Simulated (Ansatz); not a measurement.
OsO$_{2}$ (rutile, P4_2/mnm) at seven volumes, LDA in the plane-wave PAW code Ansatz, shape and atoms relaxed at each. One row is withheld.

```
V (Å³/atom)  P (GPa)
-----------  -------
9.369          37.53
9.678              ?
9.987          10.53
10.295          0.00
10.604         -8.92
10.913        -16.46
11.222        -22.81
```

Q: Fit the shown pressures and predict the withheld one.

A: P = (3/2)B₀(x^(7/2) − x^(5/2))[1 + (3/4)(B′ − 4)(x − 1)] with x = (V₀/V)^(2/3). Least squares on the six rows gives V₀ = 10.295 Å³/atom, B₀ = 322 GPa, B′ = 4.51. At V = 9.678, x = 1.0421 and P = 22.88 GPa. The run itself gave 22.93 GPa.

The first step of the workflow began from a Materials Project structure, measured or hypothetical; the Crystallography Open Database files this formula in space group No. 136, but the cells were not matched. Whether it is the stable phase at ambient conditions was not checked. The cell was relaxed with LDA under the symmetry of its start; of distortions, only those at the zone centre were tested. No spin polarisation was allowed. Spin–orbit coupling is left out wherever it is not named.

Potentials: the later of the program's two PAW sets.
